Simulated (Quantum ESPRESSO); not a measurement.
# Planted mistakes on one cell of Si3F4O4

The results below are calculated, not measured. They come from pw.x of Quantum ESPRESSO 7.5, a plane-wave density functional program, with PseudoDojo standard norm-conserving files (v0.5 for PBE, v0.4.1 for LDA and PBEsol). The cells are made up: elements, strain and atom displacements were drawn at random, and nothing was relaxed. There is no spin polarisation, spin-orbit coupling or dispersion term.

The cell has 12 sites of a rutile lattice (two cells along c). Sites 1 to 4 hold Si Si empty Si; sites 5 to 12 hold F O F O O F F O. Cell vectors in Å: (4.320, 0.000, 0.000); (0.000, 4.320, 0.000); (0.000, 0.000, 5.501). Settings: PBE, cutoff 1143 eV, 5 x 5 x 4 k mesh shifted by half a step, Fermi-Dirac smearing of 0.025 eV.

The intended run has a self-consistency threshold of 1e-07 eV, a smearing term of 0.000 eV, a pressure of -9.23 GPa and 12 iterations. Each further run changes one thing: all lengths scaled by 0.9913; atoms of sites 7 and 9 exchanged; cutoff 733 eV; files of PBEsol; k mesh 2 x 2 x 2; one electron removed; smearing 0.58 eV; threshold 0.04 eV. A coarse mesh keeps the shift, and a charged cell sits in a uniform background.

```
run,change of free energy (eV),smearing term -TS (eV),change of P (GPa),largest change of a force component (eV/Å),iterations
A,-0.117,0.000,4.37,0.237,13
B,-0.231,-0.821,2.63,0.365,13
C,-7.331,-0.016,-22.19,2.025,13
D,-0.488,0.000,-2.05,4.856,13
E,3.749,0.000,-35.13,0.048,12
F,-0.036,0.000,0.02,0.034,13
G,15.021,0.000,-5.55,0.114,13
H,0.014,0.000,0.14,0.096,6
```

A rerun of the intended cell at 1437 eV and k mesh 7 x 7 x 6 moved values by no more than 0.003 eV in the cell's energy, 0.03 GPa in stress and 0.003 eV/Å in force.

Question: which change belongs to which run?

## Worked reading

Run H has the fewest iterations, as a run stopped early does. Run B has the largest smearing term, as wide smearing gives. Run E has a higher energy and the largest fall in pressure, as too small a basis gives. Run A changes the volume by a factor of 0.9741; minus its pressure change over the logarithm of that factor, 167 GPa, is a rough bulk modulus with clamped atoms. Energies from files of another functional, or of a charged cell, have another zero and say nothing on stability; the pressure of a charged cell rests on the program's zero of potential too.

## Key

```
run,change
A,all lengths scaled by 0.9913
B,smearing 0.58 eV
C,one electron removed
D,atoms of sites 7 and 9 exchanged
E,cutoff 733 eV
F,k mesh 2 x 2 x 2
G,files of PBEsol
H,threshold 0.04 eV
```